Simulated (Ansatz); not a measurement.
Trial structure of Na₂VRhC₆N₆, not yet relaxed:

```cif
data_structure
_symmetry_space_group_name_H-M 'Fm-3m'
_symmetry_Int_Tables_number 225
_cell_length_a 10.1890
_cell_length_b 10.1890
_cell_length_c 10.1890
_cell_angle_alpha 90.000
_cell_angle_beta 90.000
_cell_angle_gamma 90.000
_cell_volume 1057.78
loop_
_atom_site_label
_atom_site_type_symbol
_atom_site_symmetry_multiplicity
_atom_site_Wyckoff_symbol
_atom_site_fract_x
_atom_site_fract_y
_atom_site_fract_z
_atom_site_occupancy
Na1 Na 8 c 0.25000 0.75000 0.75000 1
V1 V 4 a 0.00000 0.00000 0.00000 1
Rh1 Rh 4 b 0.50000 0.00000 0.00000 1
C1 C 24 e 0.18814 0.00000 0.00000 1
N1 N 24 e 0.30297 0.00000 0.00000 1
```

All numbers below come from DFT PBE, scalar-relativistic, plane waves, PAW in Ansatz. Plane waves to 420 eV, a k mesh through Γ of 4×4×4 on the computed 16-atom cell and Gaussian smearing (0.10 eV); collinear spin from starting moments 0.0 0.0 2.0 1.0 0.0 0.0 0.0 0.0 0.0 0.0 0.0 0.0 0.0 0.0 0.0 0.0 μB.

Energies over the elements count from the elements' standard structures at the same level (N₂ as a molecule), with no fitted energy shifts.

Question: Estimate its pressure, forces and energy as it stands.

Answer: The pressure is 6.3 GPa (it wants to expand), the largest force is 2.39 eV/Å, and the energy is +0.25 eV/atom against the elements. The shortest distance is 1.17 Å.

Question: Is it a good guess?

Answer: A good one: relaxing gains under 0.1 eV/atom (the start's value is from the coarse mesh, so the gain is rough) in 9 ionic steps and ends at +0.20 eV/atom on the finer mesh. The symmetry stays Fm-3m (No. 225). The volume per atom grows by 6.8 %, from 16.5 to 17.6 Å³. The shortest distance goes from 1.17 Å (C–N) to 1.18 Å (C–N). Conventional cell: a = 10.415 Å. Around Na lie 12 C at 3.72 Å and 12 N at 3.74 Å (long against covalent radii, as for large ions); around V lie 6 C at 2.05 Å; Rh has 6 N at 1.98 Å; C is surrounded by 1 N at 1.18 Å, 1 V at 2.05 Å, 4 C at 2.89 Å, 1 Rh at 3.16 Å, 4 Na at 3.72 Å, 4 N at 3.73 Å and 4 N at 3.82 Å; N is surrounded by 1 C at 1.18 Å, 1 Rh at 1.98 Å, 4 N at 2.80 Å, 1 V at 3.23 Å, 4 C at 3.73 Å, 4 Na at 3.74 Å and 4 C at 3.82 Å.

The last run used collinear spin, a 6×6×6 mesh for its 16-atom cell and Gaussian smearing of 0.10 eV. The reference form of C is held partly by dispersion forces, which this level lacks. Another magnetic order may lie lower. The relaxation can't lower the symmetry of the start, and the grade says only how near the guess is to its own end. Symmetry constrained the relaxation, so the result can be a saddle point.
